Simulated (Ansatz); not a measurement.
The relaxed structure here is a generated cell of InSb: the first start was made by placing the elements on the sites of a structure type, and the end was not matched to a known phase here, so it may be hypothetical. Known forms of InSb include space group No. 216.

One stationary structure of InSb. All values below come from PBEsol (plane waves to 420 eV, PAW, scalar-relativistic; Ansatz, a quantum-chemistry and plane-wave program).

```
CELL_PARAMETERS angstrom
      4.59604     0.00000     0.00000
     -2.29802     3.98028     0.00000
      0.00000     0.00000     7.56589
ATOMIC_POSITIONS crystal
  In 0.66667 0.33333 0.99961
  In 0.33333 0.66667 0.49961
  Sb 0.66667 0.33333 0.62559
  Sb 0.33333 0.66667 0.12559
```

Question: Find the space group and the Wyckoff positions (tolerance 0.01 Å).

Answer: Space group P6₃mc (No. 186); a = b = 4.5960 Å, c = 7.5659 Å, α = β = 90.00°, γ = 120.00°

```json
[
 {"atom": "In", "site": "2b", "symmetry": "3m.", "x": "0.3333", "y": "0.6667", "z": "0.4996"},
 {"atom": "Sb", "site": "2b", "symmetry": "3m.", "x": "0.3333", "y": "0.6667", "z": "0.1256"}
]
```

This is the wurtzite type.

Question: Give the shortest distances between elements (the closest pairs, up to four, under 3.6 Å).

Answer: In–Sb 2.82 Å.

```yaml
volume_per_atom: 34.60 Å³
band_gap: zero (the bands touch at this level, without spin-orbit coupling)
```

No spin polarisation in the result. Without spin-orbit coupling the bands of the heavy element are not split, so the gap can be far off.

The run could not lose the symmetry of its start, so the end can be a saddle point.
